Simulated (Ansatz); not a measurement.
Input file for Ansatz (a program for electronic structure):

Ansatz 0.2 input:
```yaml
crystal:
  lattice:
    - [4.5969349415, 0.0, 0.0]
    - [0.0, 4.5969349415, 0.0]
    - [0.0, 0.0, 2.9535571682]
  atoms:
    - { symbol: Ti, position: [0.0, 0.0, 0.0] }
    - { symbol: Ti, position: [0.5, 0.5, 0.5] }
    - { symbol: O, position: [0.3046316451, 0.3046316451, 0.0] }
    - { symbol: O, position: [0.8046316451, 0.1953683549, 0.5] }
    - { symbol: O, position: [0.1953683549, 0.8046316451, 0.5] }
    - { symbol: O, position: [0.6953683549, 0.6953683549, 0.0] }
kpoints:
  mp_grid: { grid: [5, 5, 8] }
hamiltonian:
  xc: r2scan
  pseudopotentials: { kind: paw }
scf:
  occupations: { method: fixed }
output:
  optics: { e_range: [0.0, 15.0], de: 0.05, sigma: 0.1, bands: { spectra_wanted_up_to: 12 eV } }
```

Output (shortened):

```
output.optics: the spectra are integrated over the Brillouin zone by k·p interpolation around the k-points, where levels, occupations, output.optics.sigma and …
Pseudopotential: Ti, paw, valence charge 12
Pseudopotential: O, paw, valence charge 6
Functional definition: r2SCAN
Crystal: 6 atoms, lattice volume = 62.414 Å³
Basis set: ecut = 500 eV, 1559 PW (Γ), exchange–correlation on 144×144×96 points (64 copies of the dense FFT grid, shifted against one another)
Bands: 30, of which v1, the nominal top of the filled ones, is band 24 counted from 1 (23 counted from 0)
Symmetry: 16 space group operations
Space group: P42/mnm (ITA 136), of the structure as read, at distance tolerance 4.0e-5 Å
k-points: 30 of 200
SCF iter   1: F=—  HF=-7292.562292 eV  |F-HF|=—  |Δ(HF+E_count)|=         —  Δρ=2.75e-2  dr2=5.50e-1  dr2_τ=3.85e-1  ethr=1.77e-3  ⟨swp⟩=3.9  Hψ=3376  notcnv=0  defer=63
preconditioner: auto → Resta (q_TF=auto, 2.611 Å⁻¹)
SCF iter   2: F=—  HF=-7292.583491 eV  |F-HF|=—  |Δ(HF+E_count)|=   2.12e-2  Δρ=1.22e-2  dr2=4.46e-2  dr2_τ=2.82e-2  ethr=1.15e-3  ⟨swp⟩=3.0  Hψ=1982  notcnv=0  defer=42
SCF iter   3: F=—  HF=-7292.578008 eV  |F-HF|=—  |Δ(HF+E_count)|=   5.48e-3  Δρ=4.04e-3  dr2=6.08e-3  dr2_τ=5.39e-4  ethr=9.29e-5  ⟨swp⟩=2.0  Hψ=1404  notcnv=0  defer=114
SCF iter   4: F=—  HF=-7292.577801 eV  |F-HF|=—  |Δ(HF+E_count)|=   2.07e-4  Δρ=1.16e-3  dr2=4.20e-4  dr2_τ=1.05e-4  ethr=1.27e-5  ⟨swp⟩=2.0  Hψ=1272  notcnv=0  defer=120
SCF iter   5: F=—  HF=-7292.577870 eV  |F-HF|=—  |Δ(HF+E_count)|=   6.90e-5  Δρ=1.83e-4  dr2=2.36e-5  dr2_τ=1.48e-6  ethr=8.75e-7  ⟨swp⟩=2.2  Hψ=1328  notcnv=0  defer=120
SCF iter   6: F=—  HF=-7292.577873 eV  |F-HF|=—  |Δ(HF+E_count)|=   2.98e-6  Δρ=5.03e-5  dr2=2.14e-6  dr2_τ=1.09e-7  ethr=4.92e-8  ⟨swp⟩=2.0  Hψ=1578  notcnv=0  defer=42
SCF iter   7: F=—  HF=-7292.577871 eV  |F-HF|=—  |Δ(HF+E_count)|=   1.53e-6  Δρ=2.14e-5  dr2=3.34e-7  dr2_τ=1.64e-8  ethr=4.45e-9  ⟨swp⟩=2.3  Hψ=1366  notcnv=0  defer=42
SCF iter   8: F=—  HF=-7292.577871 eV  |F-HF|=—  |Δ(HF+E_count)|=   2.84e-8  Δρ=2.75e-6  dr2=5.35e-9  dr2_τ=8.73e-11  ethr=6.95e-10  ⟨swp⟩=2.0  Hψ=1132  notcnv=0  defer=42
SCF iter  10: F=-7292.577871 eV  HF=-7292.577871 eV  |F-HF|=1.82e-12  |Δ(HF+E_count)|=  3.82e-11  Δρ=5.01e-8  dr2=1.28e-12  dr2_τ=1.04e-13  ethr=1.00e-12  ⟨swp⟩=7.8  Hψ=2682  notcnv=0
SCF 1 converged in 10 iterations: F = -7292.577871 eV  dr2 = 1.28e-12
NSCF: frozen V_eff on 30 k-points
Optics k sum: 0 of 30 k-points
Optics k sum: 2 of 30 k-points
Optics k sum: 3 of 30 k-points
Optics k sum: 5 of 30 k-points
Optics k sum: 6 of 30 k-points
Optics k sum: 8 of 30 k-points
Optics k sum: 9 of 30 k-points
Optics k sum: 11 of 30 k-points
Optics k sum: 12 of 30 k-points
Optics k sum: 14 of 30 k-points
Optics k sum: 15 of 30 k-points
Optics k sum: 17 of 30 k-points
Optics k sum: 18 of 30 k-points
Optics k sum: 20 of 30 k-points
Optics k sum: 21 of 30 k-points
Optics k sum: 23 of 30 k-points
Optics k sum: 24 of 30 k-points
Optics k sum: 26 of 30 k-points
Optics k sum: 27 of 30 k-points
Optics k sum: 29 of 30 k-points
Optics k sum: 30 of 30 k-points
Optics k sum: 0 of 30 k-points
Optics k sum: 2 of 30 k-points
Optics k sum: 3 of 30 k-points
Optics k sum: 5 of 30 k-points
Optics k sum: 6 of 30 k-points
Optics k sum: 8 of 30 k-points
Optics k sum: 9 of 30 k-points
Optics k sum: 11 of 30 k-points
Optics k sum: 12 of 30 k-points
Optics k sum: 14 of 30 k-points
Optics k sum: 15 of 30 k-points
Optics k sum: 17 of 30 k-points
Optics k sum: 18 of 30 k-points
Optics k sum: 20 of 30 k-points
Optics k sum: 21 of 30 k-points
Optics k sum: 23 of 30 k-points
Optics k sum: 24 of 30 k-points
Optics k sum: 26 of 30 k-points
Optics k sum: 27 of 30 k-points
Optics k sum: 29 of 30 k-points
Optics k sum: 30 of 30 k-points
NSCF: frozen V_eff on 1 k-points
NSCF: frozen V_eff on 1 k-points
NSCF: frozen V_eff on 1 k-points
NSCF: frozen V_eff on 1 k-points
output.optics: what the bands over the 43 summed would add to eps1, eps2 and the energy-loss function is held between a lower and an upper bound (14 Lanczos …
SCF converged after 10 iterations
Free energy (F): -7292.577871 eV
Harris-Foulkes:  -7292.577871 eV  (|F-HF|=1.82e-12)
Internal energy: -7292.577871 eV  (E = F + TS)
E sigma→0 (E₀):  -7292.577871 eV
Fermi energy:    8.806896 eV
--- Per-component energies (eV) ---
  E_band       = -440.854483
  E_kinetic    = 1251.132677
  E_local      = -3079.180539  (includes V_loc(G=0)·N_el)
  E_nonlocal   = 191.764991
  E_hartree    = 1170.451365
  E_xc         = -482.936071
  E_vxc        = -693.267500  (∫ρ·V_xc dr)
  E_paw        = -2747.306350  (= ΣΔE_a)
  E_vpaw       = -497.806390  (= ΣTr[D̂ρ^β])
  E_aug_tail   = 0.004761  (compensation charges beyond the density's cutoff)
  E_vtau       = 45.594797  (kinetic-family band-sum trace: ∫τ·v_τ [+ j·A + Jᵃ·Aᵃ] dr)
  E_ewald      = -3595.874028
  E_core_change = -0.634678  (= ΣΔE_core)
  E_smearing   =  0.000000  (= −TS)
  E_closure    =  0.000000  (closes the sum)
  Σ components = -7292.577871   (vs F -7292.577871, Δ=0.00e0)
  [band-id]    e_kinetic+e_local+e_nonlocal+2·e_hartree+e_vxc+e_vpaw+e_augmentation_tail+e_vtau = -440.854471   (vs E_band -440.854483, Δ=1.17e-5)
--- Band table (eV; the first three rows and the last of 30) ---
  k-point 0: bands = ["-50.3510", "-50.3335", "-25.6035", "-25.6035", "-25.4256", "-25.4256", "-25.3780", "-25.3425", "-10.4404", "-9.2912", "-8.5325", "-8.5325", "2.9383", "3.3149", "3.8053", "4.8577", "4.8577", "6.1739", "6.1739", "6.7517", "8.0619", …
  k-point 1: bands = ["-50.3443", "-50.3282", "-25.5849", "-25.5849", "-25.4468", "-25.4226", "-25.4226", "-25.4149", "-10.2761", "-9.1973", "-8.6123", "-8.6123", "3.1654", "3.4864", "3.9893", "4.6931", "4.6931", "6.2925", "6.4883", "6.4883", "7.4434", …
  k-point 2: bands = ["-50.3279", "-50.3155", "-25.6091", "-25.5864", "-25.5376", "-25.5376", "-25.4171", "-25.4171", "-9.8526", "-8.9922", "-8.8037", "-8.8037", "3.7414", "3.8997", "4.5265", "4.5877", "4.5877", "5.3933", "6.2989", "6.9674", "6.9674", …
  k-point 29: bands = ["-50.3010", "-50.3010", "-25.8295", "-25.8257", "-25.4528", "-25.4481", "-25.4297", "-25.4292", "-9.2668", "-9.1529", "-8.8694", "-8.7499", "3.7618", "4.0597", "4.2005", "4.3903", "5.0348", "5.3422", "5.9687", "6.0332", "7.3830", …
```

Cost: roughly 100 core-seconds on shared cores.

Space group P4_2/mnm (rutile). The r²SCAN relaxation kept the symmetry of its start. No spin polarisation was allowed.

Potentials: the later of the program's two PAW sets.

Ansatz is a plane-wave DFT program.
